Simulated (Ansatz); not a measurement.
**Band table of AlCo (CsCl type)**

```xyz
2
Lattice="2.4581 0.0000 0.0000 0.0000 2.4581 0.0000 0.0000 0.0000 2.4581" Properties=species:S:1:pos:R:3 pbc="T T T"
Co    0.0000    0.0000    0.0000
Al    1.2291    1.2291    1.2291
```

The cell comes from a relaxation on PAW files under the same functional, begun from a prototype that needn't be the stable phase.

All numbers are PBE results (scalar-relativistic) from Ansatz 0.2.0, with a Γ-centred 14×14×14 k mesh, Fermi–Dirac smearing of 0.08 eV, no spin polarisation. Methods: LAPW: all electrons, basis error target 1 meV/atom.

This run: volume at 0.64 of the series' base cell.

Spin polarisation is left out, though a magnetic state may lie lower.

Path points, in fractions of the reciprocal vectors: Γ (0.000, 0.000, 0.000), X (0.000, 0.500, 0.000), M (0.500, 0.500, 0.000), R (0.500, 0.500, 0.500). The distance column jumps between branches of the path. Levels in eV from the Fermi level; bands 9 to 16, counted from the lowest band of the run. The gap is zero, the pressure 203.9 GPa.

```
# k(1/Å) point b9 b10 b11 b12 b13 b14 b15 b16
0.000 Γ -14.45 -5.79 -5.79 -1.64 -1.64 -1.64 8.64 8.64
0.160 - -14.35 -5.78 -5.76 -1.71 -1.71 -1.63 7.54 8.78
0.320 - -14.04 -5.75 -5.65 -1.90 -1.90 -1.60 5.85 9.17
0.479 - -13.54 -5.75 -5.47 -2.17 -2.17 -1.57 4.22 9.78
0.639 - -12.86 -5.87 -5.26 -2.47 -2.47 -1.52 2.80 9.70
0.799 - -12.02 -6.21 -5.04 -2.75 -2.75 -1.48 1.71 9.26
0.959 - -11.06 -6.84 -4.84 -2.97 -2.97 -1.44 1.00 8.87
1.118 - -10.03 -7.71 -4.70 -3.12 -3.12 -1.42 0.63 8.60
1.278 X -9.28 -8.42 -4.65 -3.16 -3.16 -1.41 0.52 8.50
1.438 - -9.17 -8.39 -4.61 -3.20 -3.16 -1.48 0.52 8.48
1.598 - -8.87 -8.33 -4.51 -3.30 -3.14 -1.68 0.49 8.40
1.757 - -8.39 -8.25 -4.35 -3.42 -3.11 -1.95 0.44 8.18
1.917 - -8.16 -7.75 -4.15 -3.52 -3.07 -2.26 0.35 7.73
2.077 - -8.09 -7.02 -3.95 -3.59 -3.04 -2.55 0.19 6.25
2.237 - -8.04 -6.28 -3.76 -3.60 -3.01 -2.78 -0.05 5.09
2.396 - -8.01 -5.68 -3.64 -3.59 -2.99 -2.93 -0.32 4.37
2.556 M -8.01 -5.43 -3.59 -3.59 -2.98 -2.98 -0.46 4.13
2.782 - -8.06 -5.84 -3.77 -3.53 -2.94 -2.93 -0.18 4.54
3.008 - -8.65 -6.19 -4.18 -3.51 -2.83 -2.79 0.54 5.13
3.234 - -9.96 -5.88 -4.64 -3.52 -2.65 -2.57 1.52 5.41
3.460 - -11.40 -5.48 -5.05 -3.34 -2.41 -2.32 2.71 5.66
3.686 - -12.67 -5.41 -5.38 -2.81 -2.15 -2.06 4.09 6.12
3.912 - -13.64 -5.61 -5.57 -2.20 -1.90 -1.84 5.65 6.92
4.138 - -14.25 -5.75 -5.73 -1.78 -1.71 -1.69 7.37 7.97
4.364 Γ -14.45 -5.79 -5.79 -1.64 -1.64 -1.64 8.64 8.64
4.640 - -14.14 -5.71 -5.71 -1.79 -1.76 -1.76 7.47 7.47
4.917 - -13.24 -5.47 -5.47 -2.21 -2.15 -2.15 6.05 6.05
5.194 - -11.83 -5.15 -5.15 -2.75 -2.73 -2.73 5.06 5.06
5.470 - -10.10 -5.01 -5.01 -3.11 -3.11 -3.09 4.47 4.47
5.747 - -8.41 -5.44 -5.44 -2.75 -2.75 -2.75 4.05 4.05
6.024 - -7.31 -6.06 -6.06 -1.90 -1.90 -1.26 3.57 3.57
6.301 - -6.81 -6.51 -6.51 -0.92 -0.92 1.03 2.89 2.89
6.577 R -6.67 -6.67 -6.67 -0.38 -0.38 2.44 2.44 2.44
6.803 - -6.76 -6.57 -6.55 -0.90 -0.63 1.84 1.98 3.13
7.029 - -7.02 -6.27 -6.27 -1.83 -1.53 0.96 1.06 4.56
7.255 - -7.36 -6.09 -5.80 -2.70 -2.66 -0.17 0.72 6.24
7.481 - -7.71 -6.58 -5.18 -3.42 -2.99 -1.19 0.58 8.02
7.707 - -8.01 -7.57 -4.50 -3.97 -2.55 -2.04 0.51 8.35
7.933 - -8.48 -8.24 -4.35 -3.84 -2.66 -1.97 0.50 8.41
8.159 - -9.07 -8.37 -4.58 -3.35 -3.04 -1.55 0.51 8.47
8.385 X -9.28 -8.42 -4.65 -3.16 -3.16 -1.41 0.52 8.50
10.192 R -6.67 -6.67 -6.67 -0.38 -0.38 2.44 2.44 2.44
10.352 - -6.73 -6.61 -6.61 -0.77 -0.38 2.20 2.20 2.68
10.512 - -6.89 -6.43 -6.43 -1.63 -0.39 1.60 1.60 3.14
10.671 - -7.12 -6.14 -6.14 -2.61 -0.40 0.83 0.83 3.53
10.831 - -7.38 -5.74 -5.74 -3.55 -0.42 -0.01 -0.01 3.81
10.991 - -7.63 -5.25 -5.25 -4.34 -0.85 -0.85 -0.43 3.98
11.151 - -7.83 -4.94 -4.68 -4.68 -1.68 -1.68 -0.45 4.07
11.310 - -7.96 -5.31 -4.06 -4.06 -2.46 -2.46 -0.45 4.12
11.470 M -8.01 -5.43 -3.59 -3.59 -2.98 -2.98 -0.46 4.13
```
